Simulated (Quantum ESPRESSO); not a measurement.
Field gradients of SiO₂ from the PAW reconstruction of the field gradient on a scalar-relativistic PBE ground state (a modified build of Quantum ESPRESSO, JTH datasets). The input of pw.x:

```
&CONTROL
  calculation = 'scf'
  prefix = 'x'
  pseudo_dir = './pseudo'
  outdir = './out'
  tprnfor = .true.
/
&SYSTEM
  ibrav = 0
  nat = 9
  ntyp = 2
  ecutwfc = 45
  ecutrho = 180
  occupations = 'fixed'
  nbnd = 28
/
&ELECTRONS
  conv_thr = 1e-11
/
ATOMIC_SPECIES
Si 28.085 Si.GGA_PBE-JTH.UPF
O 15.999 O.GGA_PBE-JTH.UPF
CELL_PARAMETERS angstrom
    4.867394460345     0.000000000000     0.000000000000
   -2.433697230173     4.215287252899     0.000000000000
    0.000000000000     0.000000000000     5.540262600000
ATOMIC_POSITIONS crystal
Si    -0.000000000000     0.468518500000     0.333333000000
Si     0.531481500000     0.531481500000    -0.000000333333
Si     0.468518500000     0.000000000000     0.666666333333
O      0.139768049600     0.729102775700     0.548742440467
O      0.270897224300     0.410665273900     0.215409107133
O      0.589334726100     0.860231950400     0.882075773800
O      0.729102775700     0.139768049600     0.451256892867
O      0.410665273900     0.270897224300     0.784590226200
O      0.860231950400     0.589334726100     0.117923559533
K_POINTS automatic
5 5 4 0 0 0
```
The cell was made here from a computed Materials Project entry: strained by +2 % along the unique axis and by -1 % across it, atoms relaxed (PBE without dispersion, pw.x of Quantum ESPRESSO, symmetry kept). The parent is SiO2 in P3₂21. Stability against distortions was not tested.

Vzz is the sum of three terms, each taken along its main axis: the smooth valence density, the ions (nucleus and frozen core) with the augmentation charges of all other spheres, and the all-electron minus smooth density in the atom's own sphere. The split hangs on the datasets.  Cores are frozen. Against all-electron runs on small test molecules, this scheme's |Vzz| missed by −6 % on Si, −2 to +6 % on O.

| site | smooth valence density | ions and other spheres | own sphere | Vzz (a.u.) |
|---|---|---|---|---|
| Si (atoms 1, 2, 3) | 0.069 | -0.057 | ___ | ___ |
| O (atoms 4, 5, 6, 7, 8, 9) | -0.342 | 0.584 | ___ | ___ |

**Question.** Some entries are withheld; supply them.

**Answer.** 
- Si (atoms 1, 2, 3), own sphere: 0.080
- Si (atoms 1, 2, 3), Vzz (a.u.): 0.091
- O (atoms 4, 5, 6, 7, 8, 9), own sphere: 0.694
- O (atoms 4, 5, 6, 7, 8, 9), Vzz (a.u.): 0.936
